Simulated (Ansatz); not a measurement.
SiBCN:
```cif
data_C3B3N3Si3
_chemical_formula_sum 'B3 N3 Si3 C3'
_space_group_name_H-M_alt 'R3m :H'
_space_group_IT_number 160
_space_group_name_Hall 'R 3 -2"'
_cell_length_a 2.82977
_cell_length_b 2.82977
_cell_length_c 14.02253
_cell_angle_alpha 90.000
_cell_angle_beta 90.000
_cell_angle_gamma 120.000
loop_
_atom_site_label
_atom_site_type_symbol
_atom_site_symmetry_multiplicity
_atom_site_Wyckoff_symbol
_atom_site_fract_x
_atom_site_fract_y
_atom_site_fract_z
_atom_site_occupancy
B1 B 3 a 0.00000 0.00000 0.99271 1
N1 N 3 a 0.00000 0.00000 0.12107 1
Si1 Si 3 a 0.00000 0.00000 0.50414 1
C1 C 3 a 0.00000 0.00000 0.63211 1
```
(The calculation used a cell of 4 atoms; values per cell refer to that cell.)

Relaxed with r²SCAN. DFT-r²SCAN in the program Ansatz with PAW potentials gives a gap of 0.64 eV.

**Question.** What gap does HSE06 give on the same cell (Ansatz, PAW)?

**Answer.** 1.25 eV, 0.61 eV more. The hybrid was solved on a coarser mesh and at special points; the gap given is the minimum over both.

```csv
k,v1 r²SCAN,c1 r²SCAN,v1 HSE06,c1 HSE06
Γ,0.00,3.78,(withheld),(withheld)
T,-0.15,4.60,(withheld),(withheld)
L,-2.81,2.48,(withheld),(withheld)
F,-2.14,0.64,-2.16,1.25
S0,-3.21,2.89,-3.29,3.59
H0,-3.17,2.83,(withheld),(withheld)
```

**Question.** Top valence (v1) and lowest conduction level (c1) in eV from each method's valence maximum (which need not be a listed point): supply the withheld HSE06 values.

**Answer.** 
- Γ, v1 HSE06: 0.00
- Γ, c1 HSE06: 4.55
- T, v1 HSE06: -0.15
- T, c1 HSE06: 5.38
- L, v1 HSE06: -2.92
- L, c1 HSE06: 3.13
- H0, v1 HSE06: -3.25
- H0, c1 HSE06: 3.53

Cost on shared cores: the r²SCAN run (SCF on a 11×11×11 mesh, then bands and DOS) very roughly 40 core-seconds, the HSE06 run (SCF on 8×8×8, then a few points) around 3 core-minutes (rough); the tasks are unlike.

The start of the workflow was typed in or built on a structure type; neither database checked (COD, Materials Project) lists it. Whether it is the stable phase at ambient conditions was not checked. The cell was relaxed with r²SCAN under the symmetry of its start; its stability against distortions is not shown here. The volume moved by -18 % from the start of the relaxation.

Potentials: the earlier of the program's two PAW sets.
